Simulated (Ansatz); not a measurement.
Polymorphs of CrN, each relaxed with DFT-r²SCAN in the program Ansatz with PAW potentials:

A: R-3m
a = b = 2.9841 Å, c = 6.9371 Å, α = β = 90.00°, γ = 120.00°

| atom | site | symmetry | x | y | z |
|---|---|---|---|---|---|
| Cr | 3a | -3m | 0.0000 | 0.0000 | 0.0000 |
| N | 3b | -3m | 0.0000 | 0.0000 | 0.5000 |

B: P-6m2
a = 2.6717 Å, b = 2.6717 Å, c = 2.5749 Å, α = 90.00°, β = 90.00°, γ = 120.00°

| atom | site | symmetry | x | y | z |
|---|---|---|---|---|---|
| Cr | 1f | -6m2 | 0.6667 | 0.3333 | 0.5000 |
| N | 1c | -6m2 | 0.3333 | 0.6667 | 0.0000 |

Put the candidates in order of energy per atom at 0 K, lowest first, for r²SCAN.

A (+0 meV/atom), B (+368 meV/atom)

Give each one's gap.

A 0.30 eV; B no gap.

Spin orders computed, not proven ground states: A antiferromagnetic; B ferromagnetic. Standing as an ambient phase not checked: A; B. All cells were relaxed under the symmetry of their starts (and spin orders); stability against distortions was not tested throughout.

Energies hold the estimated change up to a 700 eV cutoff; steps of a few meV lie near the error of the meshes.

Potentials: the later of the program's two PAW sets.
